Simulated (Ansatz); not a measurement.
Formation energies in the F–Sc system, lowest calculated structure of each composition. Computed with PBEsol (plane waves to 420 eV, PAW, scalar-relativistic; Ansatz, a quantum-chemistry and plane-wave program). Element references, the lowest calculated here: F (R-3m, a generated molecular cell), Sc (P6₃/mmc); gases are represented by their molecular solids.

```json
[
 {"phase": "F", "x(Sc)": "0.000", "space group": "R-3m", "E_f (eV/atom)": "0.00", "above hull (eV/atom)": "0.00"},
 {"phase": "ScF3", "x(Sc)": "0.250", "space group": "Pm-3m", "E_f (eV/atom)": "-3.96", "above hull (eV/atom)": "0.00"},
 {"phase": "ScF2", "x(Sc)": "0.333", "space group": "Pmc2₁", "E_f (eV/atom)": "-3.24", "above hull (eV/atom)": "0.28"},
 {"phase": "Sc", "x(Sc)": "1.000", "space group": "P6₃/mmc", "E_f (eV/atom)": "0.00", "above hull (eV/atom)": "0.00"}
]
```

For ScF2 a lower structure may exist, so the energies are upper bounds and are not judged. On the hull: ScF3.

This is the hull of the energies calculated here, no anion corrections; phases that were not calculated are missing from it. Values are rounded to 0.01 eV/atom. Not shown to be the ambient phase of their composition (a lower form may be missing, and a cell relaxed within its start's symmetry can be a saddle point): ScF2 (Pmc2₁). Spin states reached: non-magnetic, ferromagnetic; non-magnetic ones ran without spin or lost their moments; spin orders were not searched systematically. The d or f electrons are treated with no Hubbard U.
